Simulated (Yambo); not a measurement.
## How GW settings move the gap: BN

G0W0@LDA for BN (space group P6_3/mmc, No. 194) in Yambo. Reference settings: 6×6×2 Γ-centred k mesh, 94 bands and a 10 Ry block in the screening, 94 bands in G with the Bruneval-Gonze terminator, plasmon pole fitted at 27.2 eV. The LDA gap H → Γ on this mesh is 4.26 eV; G0W0 gaps are taken between the same points.

| change from the reference | G0W0 gap H → Γ (eV) | shift of the valence edge (eV) | rough Yambo cost |
|---|---|---|---|
| reference settings | 5.84 | -0.93 | 1 |
| 50 bands in W, 50 bands in G | 5.77 | -0.80 | about 1/2 |
| wavefunctions cut at 30 Ry | 5.82 | -0.91 | about 1/2 |
| wavefunctions cut at 10 Ry | 5.60 | -0.60 | about 1/2 |
| 32 bands in W, 32 bands in G, 4 Ry block | 5.52 | -0.52 | about 1/6 |
| 50 bands in W, 50 bands in G, 4 Ry block | 5.51 | -0.62 | about 1/4 |
| 50 bands in W, 50 bands in G, 6 Ry block | 5.60 | -0.65 | about 1/3 |
| 72 bands in W, 72 bands in G, 4 Ry block | 5.51 | -0.66 | about 1/3 |
| 72 bands in W, 72 bands in G, 6 Ry block | 5.61 | -0.70 | about 1/2 |
| 6 Ry block | 5.62 | -0.73 | within a factor of two |
| 8 Ry block | 5.76 | -0.85 | within a factor of two |
| 9×9×2 mesh | 5.79 | -0.91 | about 3× |
| 50 bands in W, 50 bands in G, 4 Ry block, no terminator | 5.41 | -0.45 | about 1/4 |
| 72 bands in W, 72 bands in G, no terminator | 5.63 | -0.64 | within a factor of two |
| no terminator | 5.70 | -0.74 | within a factor of two |

The reference isn't shown to be the converged limit. Costs are rough (shared machines), scaled to the same edge states, and given only for runs that recompute the screening.

Geometry of the Materials Project entry, not relaxed at this level; primitive cell a = b = 2.512 Å, c = 7.707 Å, α = β = 90.00°, γ = 120.00°.

A shift is the quasiparticle energy of the state minus its LDA energy.

The distance between layers or molecules is the database entry's, not relaxed here. Functionals without dispersion can leave it too large, which widens gaps and weakens the response across layers: the numbers belong to this cell.
